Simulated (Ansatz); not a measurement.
# LaGe2, a known structure type with other elements, at an estimated volume

```
CELL_PARAMETERS angstrom
0.00000 3.64068 0.00000
3.64068 0.00000 0.00000
1.82034 1.82034 -4.89079
ATOMIC_POSITIONS crystal
La 0.00000 0.00000 0.00000
Ge 0.33300 0.33300 0.33400
Ge 0.66700 0.66700 0.66600
```

Level: r2SCAN, no spin polarisation; 500 eV; 10×10×10 Γ-centred mesh; gaussian occupations (width 0.0487 eV); Ansatz 0.2.0, fixed geometry.

Q: What happens at the Fermi level?

A: It is a metal, with about 3.2 states/eV a cell as the mean within 0.25 eV of the Fermi level, mostly Ge p (47 %) and La d (42 %).

Q: Describe some of the short contacts.

A: Ge–Ge at 3.04 Å: least valence density 0.20 e/Å³ and ELF 0.47 there. La–Ge at 3.05 Å: least valence density 0.21 e/Å³ and ELF 0.20 there. These are pseudo-fields; inside the PAW spheres they differ from the all-electron ones.

Q: Is it stable against the elements?

A: -0.03 eV an atom against the elements' usual phases (free molecules for gases, crystals otherwise, with no correction for O₂ or N₂), too near zero to call. Relaxing would lower it.

Q: Which atom feels the largest force, and which way?

A: The largest is on Ge2 (and as large on other atoms): 1.92 eV/Å, components (0.00, 0.00, -1.92). It makes 58° with the line to a nearest neighbour, Ge3 at 3.04 Å.

Origin: a known structure type with other elements, at an estimated volume, so it need not be a known compound. Caveats: many states at the Fermi level without spin polarisation, so a magnetic state may lie lower; atoms or cell far from equilibrium; f levels without a U or exact exchange are poorly placed.
